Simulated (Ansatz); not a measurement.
Ta₂O₅ in space group Cmmm (No. 65; Ta on 4i, O on 4j, O on 4i, O on 2a), PBEsol in the plane-wave PAW code Ansatz. The conduction-band minimum lies at B, with 1 equivalent valley. Second derivatives d²E/dk² of the lowest band at one valley (eV·Å²), along Cartesian directions:

```csv
direction,d²E/dk²
[100],23.74
[010],33.56
[001],0.7218
[110],28.64
[101],12.23
[011],17.15
```

Find the principal effective masses, the density-of-states mass and the conductivity mass.

Off-diagonal terms follow from H_xy = H[110] − (H_xx + H_yy)/2, and m*/mₑ = 7.620 eV·Å² over each eigenvalue: 0.23, 0.32, 11. One valley's DOS mass (m₁m₂m₃)^(1/3) = 0.92, conductivity mass 3/(Σ 1/mᵢ) = 0.39 mₑ.

What effective density of states Nc follows at 300 K for parabolic valleys?

Nc = 2.509e19 × 1 × (0.92)^(3/2) ≈ 2.2e19 cm⁻³.

The workflow started from a Materials Project entry (that database holds measured and hypothetical structures alike); the Crystallography Open Database copy checked does not list it. COD files the formula under space group No. 49, so this cell is another polymorph or a model. Whether it is the stable phase at ambient conditions was not checked. The cell was relaxed with PBEsol under the symmetry of its start; of distortions, only those at the zone centre were tested, and some modes there are weakly imaginary. The run is not spin-polarised. Point labels and valley counts follow the cell and symmetry of the run, lower than the named group. Spin–orbit coupling is left out wherever it is not named.

Potentials: the later of the program's two PAW sets.

Edges and masses are those of Kohn–Sham bands, whose gap is no quasiparticle gap.
